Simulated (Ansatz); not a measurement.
Ga2BAs3 as one 6-atom ordering (I-4m2) on the zincblende lattice, relaxed with r2SCAN. Space group I-4m2 (No. 119), tetragonal; a = 3.772 Å, c = 16.460 Å in the conventional setting, 19.52 Å³ an atom. B is surrounded by 4 As at 2.20 Å; As is surrounded by 2 B at 2.20 Å and 2 Ga at 2.41 Å; Ga is surrounded by 4 As at 2.40–2.41 Å; As is surrounded by 4 Ga at 2.40 Å.

```yaml
crystal:
  lattice:
    - [-1.88599, 1.88599, 8.22983]
    - [1.88599, -1.88599, 8.22983]
    - [1.88599, 1.88599, -8.22983]
  atoms:
    - { symbol: B, position: [0.00000, 0.00000, 0.00000] }
    - { symbol: As, position: [0.43119, 0.93119, 0.50000] }
    - { symbol: Ga, position: [0.33998, 0.33998, 0.00000] }
    - { symbol: As, position: [0.75000, 0.25000, 0.50000] }
    - { symbol: Ga, position: [0.66002, 0.66002, 0.00000] }
    - { symbol: As, position: [0.06881, 0.56881, 0.50000] }
```

The questions ask for values computed with Ansatz on this geometry. No spin polarisation and no zero-point or thermal motion; the cell was built from a prototype and may be hypothetical.

**Question.** What gap does r2SCAN give, and where are the band edges?

**Answer.** With r2SCAN the gap is 0.88 eV and direct, at Γ. The lowest empty level at M lies only 15 meV higher, so the place of the conduction bottom isn't settled.

**Question.** What does PBE give for the gap (10×10×10 mesh)?

**Answer.** PBE gives a direct gap of 0.61 eV at Γ. The lowest empty level at M lies only 24 meV higher, so the place of the conduction bottom isn't settled. The gap differs by -0.27 eV from r2SCAN's.

**Question.** What does HSE06 give for the gap (6×6×6 mesh)?

**Answer.** The HSE06 gap is indirect, 1.28 eV (Γ to Γ–M (0.67 of the way from Γ)), below the direct gap of 1.31 eV at Γ. The gap differs by +0.40 eV from r2SCAN's.

The runs are scalar-relativistic, without spin-orbit coupling.
